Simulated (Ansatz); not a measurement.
# Cd$_{2}$Te: relaxed-ion elastic tensor

Level of theory: Ansatz, DFT PBE, scalar-relativistic, plane waves, PAW. Plane waves to 420 eV; Γ-centred k mesh 12×12×8; Gaussian smearing of 0.10 eV. No spin polarisation.

Equilibrium structure at this level:
```yaml
crystal:
  lattice:
    - [4.30100, 0.00000, 0.00000]
    - [-2.15050, 3.72477, 0.00000]
    - [0.00000, 0.00000, 5.33916]
  atoms:
    - { symbol: Cd, position: [0.33333, 0.66667, 0.32623] }
    - { symbol: Cd, position: [0.66667, 0.33333, 0.67377] }
    - { symbol: Te, position: [0.00000, 0.00000, 0.00000] }
```

The structure comes from a generated guess, relaxed at this level; another structure or a mixture of phases may lie lower. In a metal, frequencies and elastic constants depend on the k mesh and the smearing, soft modes and shear constants most. Spin–orbit coupling is left out, which matters for heavy elements.

Question: Give the relaxed-ion elastic constants (GPa, Voigt order xx yy zz yz xz xy, on the Cartesian axes of the cell above).

Answer:
```
47.1 32.3 27.6 -0.4  0.0  0.0
32.3 47.1 27.6  0.4  0.0  0.0
27.6 27.6 51.1  0.0  0.0  0.0
-0.4  0.4  0.0 11.7  0.0  0.0
 0.0  0.0  0.0  0.0 11.7 -0.4
 0.0  0.0  0.0  0.0 -0.4  7.4
```

Question: Is the crystal stable against homogeneous strain?

Answer: Too close to call: the least eigenvalue is 7.3 GPa, within what the k mesh leaves open in a metal.
